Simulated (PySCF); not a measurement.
PySCF single point, HF/def2-SVP, density fitting, C-PCM implicit water (electrostatics alone), on iodoethane, C2H5I (SMILES CCI), charge 0, multiplicity 1.

```python
from pyscf import gto, scf, dft
mol = gto.M(atom='''
C     -1.091856    -0.069958     0.000124
C      0.312609     0.487260     0.000132
I      1.804686    -1.083002     0.000171
H     -1.271419    -0.679936    -0.882844
H     -1.804686     0.754363     0.000162
H     -1.271273    -0.680016     0.883118
H      0.508123     1.082596    -0.887950
H      0.508177     1.083002     0.887950
''', basis='def2-SVP', ecp={'I': 'def2-SVP'}, charge=0, spin=0, verbose=3)
mf = scf.RHF(mol)
mf = mf.density_fit()
mf = mf.PCM()
mf.with_solvent.method = 'C-PCM'
mf.with_solvent.eps = 78.4
mf.max_cycle = 100
e = mf.kernel()
print('converged', mf.converged)
print('E_total', e)
print('nao', mol.nao)
print('HOMO', mf.mo_energy[mf.mo_occ > 0].max())
mf.dip_moment()
```

The program's output:

```

WARN: PCM is an experimental feature. It is still in testing.
Features and APIs may be changed in the future.

converged SCF energy = -375.245824022815
converged True
E_total -375.24582402281476
nao 79
HOMO -0.3619807362064375
Dipole moment(X, Y, Z, Debye): -2.15219,  1.99743, -0.00026
```

The total energy is -10210.96 eV, -0.13 eV from the same level's vacuum run.
